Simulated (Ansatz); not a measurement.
Consider the following.

Sc2Al:
```
CELL_PARAMETERS angstrom
     -1.58389     1.58389     6.37202
      1.58389    -1.58389     6.37202
      1.58389     1.58389    -6.37202
ATOMIC_POSITIONS crystal
  Al 0.00000 0.00000 0.00000
  Sc 0.34563 0.34563 0.00000
  Sc 0.65437 0.65437 0.00000
```

This is the PBE-relaxed structure.

Question: All from PBE (plane waves, PAW; program Ansatz), unless another level is named. Predict the formation energy from the elements (no fitted shifts).

Answer: -0.31 eV/atom.

Question: Next, the density of states at the Fermi level?

Answer: 0.94 states/eV per atom (mean over ±0.08 eV).

Space group I4/mmm (MoSi2 or CaC2 type). A made-up cell: these elements were put on the sites of a structure type; neither database checked (COD, Materials Project) lists it. Whether it is the stable phase at ambient conditions was not checked. Symmetry was held in the PBE relaxation; its stability against distortions is not shown here. No spin polarisation was allowed. The references are the lowest solids computed at this level, not always the standard phases.

Potentials: the earlier of the program's two PAW sets.
